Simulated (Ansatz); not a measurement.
Sc2Ga2Au, a known structure type with other elements, at an estimated volume

```xyz
10
Lattice="7.3042 0.0000 0.0000 0.0000 7.3042 0.0000 0.0000 0.0000 3.9968" Properties=species:S:1:pos:R:3 pbc="T T T"
Sc    1.2647    4.9168    1.9984
Sc    2.3875    1.2647    1.9984
Sc    6.0396    2.3875    1.9984
Sc    4.9168    6.0396    1.9984
Ga    2.7375    6.3896    0.0000
Ga    0.9146    2.7375    0.0000
Ga    4.5667    0.9146    0.0000
Ga    6.3896    4.5667    0.0000
Au    0.0000    0.0000    0.0000
Au    3.6521    3.6521    0.0000
```

The numbers come from plane-wave PAW DFT (Ansatz): r2SCAN, no spin polarisation, 500 eV, 5×5×9 Γ-centred k points, fermi-dirac occupations (width 0.1 eV). Nothing was relaxed.

Question: Describe some of the short contacts.

Answer: Ga–Ga at 2.59 Å: least valence density 0.32 e/Å³ and ELF 0.51 there. Ga–Au at 2.89 Å: least valence density 0.25 e/Å³ and ELF 0.37 there. Sc–Ga at 2.89 Å: least valence density 0.17 e/Å³ and ELF 0.16 there. Both are smooth PAW fields, read partly inside the augmentation spheres.

Question: Which atom feels the largest force, and which way?

Answer: The largest is on Ga5 (and as large on other atoms): 0.26 eV/Å, components (-0.18, -0.18, 0.00). It makes 180° with the line to a nearest neighbour, Ga7 at 2.59 Å, pointing away from it.

Question: How is the charge shared?

Answer: Bader charges in e: Sc +1.55, Ga -0.95, Au -1.19. In the mean Sc gives up most and Au takes most.

Question: Is the cell too large or too small?

Answer: The pressure is -10.2 GPa (compression positive), so with the atoms held at these fractions the cell would first shrink. The principal stresses -11.9, -11.9, -6.8 GPa differ, so its shape would change too.

Question: Metal or insulator?

Answer: It is a metal, with about 7.6 states/eV a cell as the mean within 0.25 eV of the Fermi level, mostly Sc d (59 %) and Ga p (23 %).

Origin: a known structure type with other elements, at an estimated volume, so it need not be a known compound.
